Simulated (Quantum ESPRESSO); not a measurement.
## Calculated data, Be2CuRuRh4 (simulated cell)

Calculation on a made-up metal alloy cell, not a measurement: no spin or spin-orbit, unrelaxed, 2900 K smearing, stress positive in tension, cell energy less fitted offsets; periodic Kohn-Sham density functional theory in plane waves with PseudoDojo standard norm-conserving scalar-relativistic pseudopotentials, each functional with its own files (v0.5 for PBE, v0.4.1 for LDA and PBEsol), eight atoms on drawn sites of a strained close-packed or body-centred lattice, each displaced and held fixed; the energy is the cell's free energy, ions and the entropy term -TS included, at the stated Fermi-Dirac width, less a fixed offset for each atom's element (shifted free energy); compositions with an open d shell lost a parallel starting moment in a cheaper test run, and other magnetic orders were not tried; an error bar is the largest change of its kind in a tighter rerun, never given below 0.002 eV, 0.02 GPa or 0.003 eV/angstrom, and covers cutoff and k-mesh only, not smearing or the files. Program: Quantum ESPRESSO 7.5.

```xyz
8
Lattice="0.0149 3.7641 -0.0045 -3.7830 -0.0106 -3.7616 -3.8189 -0.0194 3.7976" Properties=species:S:1:pos:R:3 formula=Be2CuRuRh4 lattice_type=face-centred_cubic functional=pbe cutoff=1252 fermi_dirac_smearing=0.25 electrons_removed=0 run_command=mpirun_-np_4_pw.x_-nk_4_-in_in run_processor=Intel_Xeon,2023_or_later,virtual_cores k_mesh=6_x_5_x_4_shifted_half_a_step_off_Gamma_on_each_axis
Ru    -0.0531     0.0643     0.1057
Be    -1.9083    -0.1638     1.7971
Rh    -1.9600    -0.0815    -1.9169
Rh    -3.8314     0.0643     0.0301
Be    -1.9313     1.8636     0.0029
Cu    -3.8352     1.8499     1.8110
Rh    -3.8926     1.7613    -2.0071
Rh    -5.6546     1.8343     0.2307
```

Units: cutoff, fermi_dirac_smearing in eV.

Atoms:
| atoms element | atom site | atom energy offset (eV) |
| --- | --- | --- |
| Ru | 1 | -2750.51 |
| Be | 2 | -379.28 |
| Rh | 3 | -3191.96 |
| Rh | 4 | -3191.96 |
| Be | 5 | -379.28 |
| Cu | 6 | -5159.25 |
| Rh | 7 | -3191.96 |
| Rh | 8 | -3191.96 |

Notes: the beryllium pseudopotential is less sure than most, with forces differing by about two percent and pressure by one to two GPa from a second method on plain beryllium; the copper pseudopotential is less sure than most, with forces differing by about three percent and pressure by about two GPa from a second method on plain copper; a spin test at this wide smearing found no moment, but such smearing suppresses magnetism that the real alloy may have; lattice, volume and sites are drawn at random and may be unstable or far from any real phase; energies are for the whole cell, less offsets fitted to these runs, so they are not formation energies; error bars: energy 0.0027 eV, stress 0.09 GPa, force 0.0064 eV/Å, from a tighter rerun of a related cell, whose elements or sites may differ; 18 SCF iterations, 169 s of wall time on a shared machine.

Questions
1. Be2CuRuRh4 (simulated cell): stress xz?
2. Estimate the stress yz of Be2CuRuRh4 (simulated cell).
3. Be2CuRuRh4 (simulated cell): stress xx?
4. Give the missing stress xy for Be2CuRuRh4 (simulated cell).

## Answers
1. 0.26 GPa
2. -4.57 GPa
3. 7.31 GPa
4. 1.9 GPa

Further results for Be2CuRuRh4 (simulated cell):

```
entropy term negative ts : -1.699 eV
pressure                 : -2.5 GPa
stress yy                : -0.73 GPa
stress zz                : 0.92 GPa
shifted free energy      : 0.482 eV
```

Forces:
| site | x (eV/Å) | y (eV/Å) | z (eV/Å) |
| --- | --- | --- | --- |
| 1 | -0.991 | -1.497 | -2.142 |
| 2 | -0.099 | 0.191 | 0.209 |
| 3 | 0.797 | 0.347 | 2.334 |
| 4 | 1.268 | -1 | 0.044 |
| 5 | -0.057 | 0.007 | -0.162 |
| 6 | 1.259 | 0.208 | 1.429 |
| 7 | -1.089 | 1.635 | 1.426 |
| 8 | -1.088 | 0.109 | -3.139 |
